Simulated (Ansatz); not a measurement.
Sr2ZnMoO6 (space group I4/m)

```
Sr2ZnMoO6
1.0
   -2.78105     2.78105     4.00969
    2.78105    -2.78105     4.00969
    2.78105     2.78105    -4.00969
Sr Zn Mo O
2 1 1 6
Direct
  0.25000   0.75000   0.50000
  0.75000   0.25000   0.50000
  0.50000   0.50000   0.00000
  0.00000   0.00000   0.00000
  0.28115   0.19793   0.47908
  0.71885   0.80207   0.52092
  0.19793   0.71885   0.91678
  0.80207   0.28115   0.08322
  0.23926   0.23926   0.00000
  0.76074   0.76074   0.00000
```

The slice is a (001) plane (indices of the conventional cell) through the point (0.802, 0.281, 0.083) (fractional), spanned by u = [101] and v = [011] in vectors of this cell: u (5.56 Å) and v (5.56 Å, at 90° to u). It covers one period; positions are fractions (u, v).

Level of theory: r2SCAN (plane waves to 500 eV, PAW, scalar-relativistic; Ansatz, a quantum-chemistry and plane-wave program). k mesh 8×8×8. These are valence fields of a PAW run, semicore shells included where kept as valence: close to a nucleus they are smooth pseudo fields. Sr2ZnMoO6 is run without spin polarisation. Sr2ZnMoO6 was relaxed with its symmetry unable to fall.

Question: What is the valence density on the shortest Mo–O line in this plane (1.91 Å), at its minimum between the atoms?

Answer: 1.06 e/Å³.

Question: What is the ELF at the density minimum of the shortest Mo–O line in this plane (1.91 Å)?

Answer: 0.3.

Question: Sketch the electron localisation function (ELF) on this plane as a map.

Answer: 
```
|xx9621599xx99610389x|
|996211389xx997101699|
|7435762598x997100368|
|22798962799985000012|
|149xxx83267641000011|
|149xxx94111100013564|
|5389x972110000048999|
|94378733664100179999|
|982222589985102899xx|
|99411598x99720179xxx|
|9830389xxx9820149989|
|9610389xxx9710114899|
|52003899999211111266|
|00001589984110001111|
|0000014553110xxx0100|
|4420000000010xxx0112|
|98740000000100x01137|
|99972001454111011289|
|xx98301689972111169x|
|xx98303899998300389x|
```
Scale: ten equal steps from 0.01 (start of '0') to 0.84 (end of '9'), in the order '0123456789'. Values: electron localisation function (ELF). The map has 20 points along u (one character each, u = 0 at the left) and 20 along v (v = 0 in the bottom row). Points within 0.4 Å of a nucleus are blanked (x), as the pseudised field means little there.
